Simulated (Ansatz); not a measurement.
The cell below belongs to a search over invented structures; it isn't taken from experiment.

Input and command of a plane-wave DFT calculation in Ansatz:

```yaml
crystal:
  lattice:
    - [4.67832626, 0.0, 0.0]
    - [0.0, 4.67832626, 0.0]
    - [0.0, 0.0, 9.04858209]
  atoms:
    - { symbol: Zn, position: [0.0, 0.0, 0.5] }
    - { symbol: Cd, position: [0.0, 0.0, 0.0] }
    - { symbol: Se, position: [0.0, 0.5, 0.0] }
    - { symbol: Se, position: [0.5, 0.0, 0.0] }
    - { symbol: Se, position: [0.0, 0.0, 0.72467101] }
    - { symbol: Se, position: [0.0, 0.0, 0.27532899] }
    - { symbol: S, position: [0.5, 0.5, 0.767977] }
    - { symbol: S, position: [0.5, 0.5, 0.232023] }
basis:
  ecutwfc: 420
kpoints:
  mp_grid: { grid: [4, 4, 2] }
hamiltonian:
  xc: pbe
scf:
  occupations: { method: gaussian, width: 0.2 }
  lower_state_search: "off"
output:
  forces: true
  stress: true
  eigenvalues: true
relax:
  adjacent_minimum: "off"
  f_tol: 0.08
  max_steps: 16
  cell: { stress_tol: 0.8 }
```

```bash
ansatz run input.yaml --threads 1 --pin off --max-ram 2560MiB --backend cpu --events-out ev --progress --plain --runs-dir out
```

Processor: Arm Neoverse N1, 1 thread, on a host shared with other jobs.

Q: Estimate time, memory and problem size.

A: About 4.8 min, peak memory 0.6 GiB. It solves 65 bands at 12 k points (after reduction by symmetry) with about 5497 plane waves (on the last cell), in 102 SCF iterations over 13 ionic steps.
